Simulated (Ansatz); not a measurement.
The start is a relaxed TiPd cell with one Ti and one Pd atom exchanged in a cell of 4 atoms. The structure is fully relaxed (lattice and positions, P = 0) with PBEsol (plane waves to 420 eV, PAW, scalar-relativistic; Ansatz, a first-principles code). The first steps use a coarse 12×7×7 k-mesh.

Initial structure:
```yaml
crystal:
  lattice:
    - [2.75793, 0.00000, 0.00000]
    - [0.00000, 4.52225, 0.00000]
    - [-0.23843, 0.00000, 4.84263]
  atoms:
    - { symbol: Pd, position: [0.04407, 0.75000, 0.30199] }
    - { symbol: Ti, position: [0.95593, 0.25000, 0.69801] }
    - { symbol: Ti, position: [0.49019, 0.75000, 0.81625] }
    - { symbol: Pd, position: [0.50981, 0.25000, 0.18375] }
```

- Largest initial force: 0.88 eV/Å, on Ti2 (atoms numbered as listed)
- Energy released: 0.11 eV/atom
- Volume change: +1.2 %, from 15.10 to 15.27 Å³/atom
- Relative to the parent: It does not go back: it is caught in Pmmn (No. 59), 0.17 eV/atom above the parent
- Shortest distances (start → end): The closest pairs of elements (up to four, under 3.6 Å), start → end: Pd–Ti 2.71 → 2.62 Å; Pd–Pd 2.68 → 2.80 Å; Ti–Ti 2.68 → 2.80 Å
- Band gap at the end: no gap (metallic)
- Optimiser moves: 12

Final structure:

Space group Pmmn, origin choice 1 (No. 59); a = 2.8022 Å, b = 4.5442 Å, c = 4.7981 Å, α = 90.00°, β = 90.00°, γ = 90.00°

```
atom  site  symmetry       x       y       z
----  ----  --------  ------  ------  ------
Pd      2b       mm2  0.0000  0.5000  0.1097
Ti      2a       mm2  0.0000  0.0000  0.3833
```

Final values are on a 17×10×10 k-mesh of the relaxed cell. No spin polarisation in the result.

The run could not lose the symmetry of its start.

Of the parent cell (P2₁/m (No. 11)): The relaxation started from an entry of Materials Project.

The runs began from a structure in Materials Project; this end point is another cell, not compared with measured phases.
